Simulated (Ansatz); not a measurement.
input.yaml

```yaml
crystal:
  lattice:
    - [4.078, 0.0, 0.0]
    - [-2.039, 3.5316515966, 0.0]
    - [0.0, 0.0, 5.0]
  atoms:
    - { symbol: Te, position: [0.6666666667, 0.3333333333, 0.2932] }
    - { symbol: Te, position: [0.3333333333, 0.6666666667, 0.7068] }
    - { symbol: Au, position: [0.0, 0.0, 0.0] }
basis:
  ecutwfc: 500
kpoints:
  mp_grid: { grid: [12, 12, 8] }
hamiltonian:
  xc: r2scan
scf:
  occupations: { method: gaussian, width: 0.1 }
output:
  forces: true
  stress: true
  eigenvalues: true
relax:
  adjacent_minimum: "off"
  f_tol: 0.01
  max_steps: 40
```

Launched with
```bash
ansatz run input.yaml --threads 1 --pin off --max-ram 2560MiB --backend cpu --events-out ev --progress --plain --runs-dir out
```

Method: DFT r2SCAN, scalar-relativistic, plane waves, PAW in Ansatz 0.2.0.

From the run's log, abridged:

```
Warning: output.stress: scf.convergence.dr2_threshold = 1e-7 eV (the SCF's general default) is looser than the 3e-10 eV advised for a printed stress (1e-10 eV for each atom of the cell: 3). ...
Pseudopotentials: kind: paw
Pseudopotential: Te, paw, valence charge 16, recommended cutoff 500 eV (meta_gga)
Pseudopotential: Au, paw, valence charge 19, recommended cutoff 500 eV (meta_gga)
Functional definition: r2SCAN
Crystal: 3 atoms, lattice volume = 72.010 Å³
Basis set: ecut = 500 eV, 1849 PW (Γ), exchange–correlation on 120×120×160 points (64 copies of the dense FFT grid, shifted against one another)
Bands: 31, of which v1, the nominal top of the filled ones, is band 26 counted from 1 (25 counted from 0)
Symmetry: 12 space group operations
Space group: P-3m1 (ITA 164), of the structure as read, at distance tolerance 4.2e-5 Å
k-points: 131 of 1152
Initial density: superposition of atomic densities (neutral atoms: chi_scale 0, normalization atom), corrected by the library's trained network
Initial wavefunctions: pseudopotential atomic-orbital guess
Functional: x = r2scan, c = r2scan; τ floored in thin density (d = 2e-4 eV/Å³)
SCF iter   1: F=—  HF=-27153.132150 eV  |F-HF|=—  |Δ(HF+E_count)|=         —  Δρ=6.99e-3  dr2=5.07e-2  dr2_τ=1.24e-2  ethr=1.77e-3  ⟨swp⟩=6.6  Hψ=17597  notcnv=0
SCF iter   2: F=—  HF=-27153.152269 eV  |F-HF|=—  |Δ(HF+E_count)|=   2.01e-2  Δρ=2.62e-3  dr2=5.13e-3  dr2_τ=1.28e-3  ethr=9.95e-5  ⟨swp⟩=2.0  Hψ=7044  notcnv=0  defer=130
SCF iter   3: F=—  HF=-27153.153476 eV  |F-HF|=—  |Δ(HF+E_count)|=   1.21e-3  Δρ=1.32e-3  dr2=9.34e-4  dr2_τ=4.39e-5  ethr=1.00e-5  ⟨swp⟩=2.1  Hψ=4944  notcnv=0  defer=130
SCF iter   4: F=—  HF=-27153.153945 eV  |F-HF|=—  |Δ(HF+E_count)|=   4.70e-4  Δρ=2.82e-4  dr2=6.77e-5  dr2_τ=1.06e-6  ethr=1.83e-6  ⟨swp⟩=2.0  Hψ=7254  notcnv=0  defer=130
SCF iter   5: F=—  HF=-27153.153961 eV  |F-HF|=—  |Δ(HF+E_count)|=   1.55e-5  Δρ=1.15e-4  dr2=1.04e-5  dr2_τ=3.28e-7  ethr=1.33e-7  ⟨swp⟩=2.0  Hψ=5421  notcnv=0  defer=130
SCF iter   6: F=-27153.153959 eV  HF=-27153.153959 eV  |F-HF|=5.37e-9  |Δ(HF+E_count)|=   2.02e-6  Δρ=2.16e-5  dr2=2.16e-7  dr2_τ=2.39e-8  ethr=4.90e-9  ⟨swp⟩=9.7  Hψ=19249  notcnv=0
SCF 1 converged in 6 iterations: F = -27153.153959 eV  dr2 = 2.16e-7
relax step   1: F+E_penalty+E_count = -27153.15395890 eV  Δ(F+E_penalty+E_count) = +0.000e0 eV  max|allowed force component| = 2.447e-2 eV/Å  Δτ_max = 0.0000 Å  (6 SCF iters, dr2 threshold 2.50e-6 eV, accepted)
Initial density: handed on by an earlier stage of this run
Initial wavefunctions: those handed on with the density
SCF iter   1: F=—  HF=-27153.152981 eV  |F-HF|=—  |Δ(HF+E_count)|=         —  Δρ=3.98e-4  dr2=1.15e-4  dr2_τ=8.52e-4  ethr=2.07e-7  ⟨swp⟩=2.2  Hψ=13104  notcnv=0  defer=146
SCF iter   2: F=—  HF=-27153.153657 eV  |F-HF|=—  |Δ(HF+E_count)|=   6.76e-4  Δρ=1.82e-4  dr2=1.77e-5  dr2_τ=2.25e-6  ethr=2.07e-7  ⟨swp⟩=2.0  Hψ=5451  notcnv=0  defer=146
SCF iter   3: F=—  HF=-27153.153655 eV  |F-HF|=—  |Δ(HF+E_count)|=   2.09e-6  Δρ=7.26e-5  dr2=2.77e-6  dr2_τ=8.32e-8  ethr=3.46e-8  ⟨swp⟩=2.0  Hψ=4552  notcnv=0  defer=146
SCF iter   4: F=—  HF=-27153.153656 eV  |F-HF|=—  |Δ(HF+E_count)|=   1.36e-6  Δρ=1.55e-5  dr2=2.77e-7  dr2_τ=4.79e-9  ethr=5.44e-9  ⟨swp⟩=2.0  Hψ=7255  notcnv=0  defer=146
SCF iter   5: F=-27153.153656 eV  HF=-27153.153656 eV  |F-HF|=3.13e-9  |Δ(HF+E_count)|=   5.85e-8  Δρ=5.25e-6  dr2=4.58e-8  dr2_τ=9.54e-10  ethr=1.96e-10  ⟨swp⟩=9.9  Hψ=17063  notcnv=0
SCF 2 converged in 5 iterations: F = -27153.153656 eV  dr2 = 4.58e-8
relax step   2: F+E_penalty+E_count = -27153.15365633 eV  Δ(F+E_penalty+E_count) = +3.026e-4 eV  max|allowed force component| = 6.826e-2 eV/Å  Δτ_max = 0.0069 Å  (5 SCF iters, rejected (line search))
SCF iter   1: F=—  HF=-27153.153639 eV  |F-HF|=—  |Δ(HF+E_count)|=         —  Δρ=2.92e-4  dr2=6.07e-5  dr2_τ=4.60e-4  ethr=1.21e-6  ⟨swp⟩=3.4  Hψ=10984  notcnv=0  defer=146
SCF iter   2: F=—  HF=-27153.154001 eV  |F-HF|=—  |Δ(HF+E_count)|=   3.62e-4  Δρ=1.35e-4  dr2=9.55e-6  dr2_τ=1.14e-6  ethr=1.19e-7  ⟨swp⟩=2.0  Hψ=6620  notcnv=0  defer=146
SCF iter   3: F=—  HF=-27153.154003 eV  |F-HF|=—  |Δ(HF+E_count)|=   1.64e-6  Δρ=5.08e-5  dr2=1.22e-6  dr2_τ=4.13e-8  ethr=1.87e-8  ⟨swp⟩=2.1  Hψ=4587  notcnv=0  defer=146
SCF iter   4: F=—  HF=-27153.154004 eV  |F-HF|=—  |Δ(HF+E_count)|=   6.76e-7  Δρ=1.07e-5  dr2=1.01e-7  dr2_τ=2.41e-9  ethr=2.38e-9  ⟨swp⟩=2.0  Hψ=7258  notcnv=0  defer=146
SCF iter   5: F=-27153.154004 eV  HF=-27153.154004 eV  |F-HF|=2.64e-9  |Δ(HF+E_count)|=   3.33e-8  Δρ=3.47e-6  dr2=1.49e-8  dr2_τ=3.54e-10  ethr=1.96e-10  ⟨swp⟩=9.7  Hψ=16087  notcnv=0
SCF 3 converged in 5 iterations: F = -27153.154004 eV  dr2 = 1.49e-8
relax step   3: F+E_penalty+E_count = -27153.15400364 eV  Δ(F+E_penalty+E_count) = -4.474e-5 eV  max|allowed force component| = 1.047e-4 eV/Å  Δτ_max = 0.0018 Å  (5 SCF iters, accepted)
SCF iter   1: F=—  HF=-27153.154004 eV  |F-HF|=—  |Δ(HF+E_count)|=         —  Δρ=3.47e-6  dr2=1.49e-8  dr2_τ=3.53e-10  ethr=2.92e-11  ⟨swp⟩=1.0  Hψ=15492  notcnv=0
SCF iter   2: F=-27153.154004 eV  HF=-27153.154004 eV  |F-HF|=3.97e-10  |Δ(HF+E_count)|=   4.02e-9  Δρ=2.55e-6  dr2=8.93e-9  dr2_τ=7.38e-11  ethr=2.92e-11  ⟨swp⟩=3.1  Hψ=9439  notcnv=0
SCF 4 converged in 2 iterations: F = -27153.154004 eV  dr2 = 8.93e-9
SCF converged after 2 iterations
Free energy (F): -27153.154004 eV
Harris-Foulkes:  -27153.154004 eV  (|F-HF|=3.97e-10)
Internal energy: -27153.148768 eV  (E = F + TS)
E sigma→0 (E₀):  -27153.151386 eV
Entropy (-TS):   -0.005236 eV (-1.745 meV/atom)
Fermi energy:    14.074907 eV
--- Per-component energies (eV) ---
  E_band       = -759.293188
  E_kinetic    = 969.198689
  E_local      = -4325.010330  (includes V_loc(G=0)·N_el)
  E_nonlocal   = -546.789552
  E_hartree    = 2399.464315
  E_xc         = -450.757935
  E_vxc        = -534.075963  (∫ρ·V_xc dr)
  E_paw        = -19103.107860  (= ΣΔE_a)
  E_vpaw       = -1156.540234  (= ΣTr[D̂ρ^β])
  E_aug_tail   = 0.000597  (compensation charges beyond the density's cutoff)
  E_vtau       = 34.994503  (kinetic-family band-sum trace: ∫τ·v_τ [+ j·A + Jᵃ·Aᵃ] dr)
  E_ewald      = -6096.540079
  E_core_change = 0.393387  (= ΣΔE_core)
  E_smearing   = -0.005236  (= −TS)
--- Forces (eV/Å), atoms counted from 1 ---
  atom   1  Te     0.00000000     0.00000000    -0.00012616
  atom   2  Te     0.00000000     0.00000000     0.00012616
  atom   3  Au     0.00000000     0.00000000     0.00000000
--- Stress (GPa, compression-positive) ---
        8.211971       0.000000       0.000000
        0.000000       8.211971       0.000000
        0.000000       0.000000       8.113771
  P = ⅓ Tr σ = 8.1792 GPa (81.792 kbar)
--- Band table (eV; the first three rows and the last of 131) ---
  k-point 0: bands = ["-94.5211", "-45.3799", "-45.3799", "-45.3339", "-24.3760", "-24.3760", "-24.3584", "-24.3376", "-24.3376", "-24.3369", "-24.3200", "-24.3200", "-24.3087", "-24.3087", "-0.6717", "3.5912", "6.7944", "7.5921", "7.5921", "8.9076", "8.9076", "9.9096", "13.5241", "13.5241", "13.5477", "13.5477", "15.2119", "17.6635", "17.8773", "20.3613", "20.3613"]
  k-point 1: bands = ["-94.5211", "-45.3799", "-45.3799", "-45.3339", "-24.3756", "-24.3756", "-24.3585", "-24.3384", "-24.3384", "-24.3368", "-24.3195", "-24.3195", "-24.3090", "-24.3090", "-0.5842", "3.2130", "7.1864", "7.6104", "7.6104", "8.9015", "8.9015", "9.9909", "12.9809", "12.9809", "14.1610", "14.1610", "14.9485", "17.2911", "18.5061", "20.1955", "20.1955"]
  k-point 2: bands = ["-94.5211", "-45.3799", "-45.3799", "-45.3339", "-24.3744", "-24.3744", "-24.3586", "-24.3402", "-24.3402", "-24.3366", "-24.3183", "-24.3183", "-24.3095", "-24.3095", "-0.3274", "2.4396", "7.6554", "7.6554", "7.9291", "8.8879", "8.8879", "10.2914", "12.5300", "12.5300", "14.1591", "14.8127", "14.8127", "17.4338", "19.1682", "19.7747", "19.7747"]
  k-point 130: bands = ["-94.5211", "-45.3811", "-45.3811", "-45.3338", "-24.3719", "-24.3538", "-24.3538", "-24.3391", "-24.3391", "-24.3304", "-24.3254", "-24.3225", "-24.3225", "-24.3121", "1.9189", "1.9189", "7.4725", "7.4725", "8.2402", "8.9280", "8.9280", "8.9641", "9.1195", "9.9816", "9.9816", "16.7712", "16.7712", "19.9151", "20.6859", "21.1687", "21.1687"]
--- Relaxed structure (3 steps of the walk, 2 accepted, 0 SCFs on fresh bases) ---
  F+E_penalty+E_count = -27153.15400364 eV   max|allowed force component| = 1.047e-4 eV/Å
  atoms:
    - { symbol: Te, position: [0.66666666, 0.33333333, 0.29356673] }
    - { symbol: Te, position: [0.33333333, 0.66666666, 0.70643326] }
    - { symbol: Au, position: [0.0, 0.0, 0.0] }
```

The relaxation met its thresholds.

It took 76 s on 1 thread of Intel(R) Xeon(R) Platinum 8488C (Sapphire Rapids) (shared host), peak memory 0.74 GiB.

Spin–orbit coupling is left out, which can shift energies with elements as heavy as these.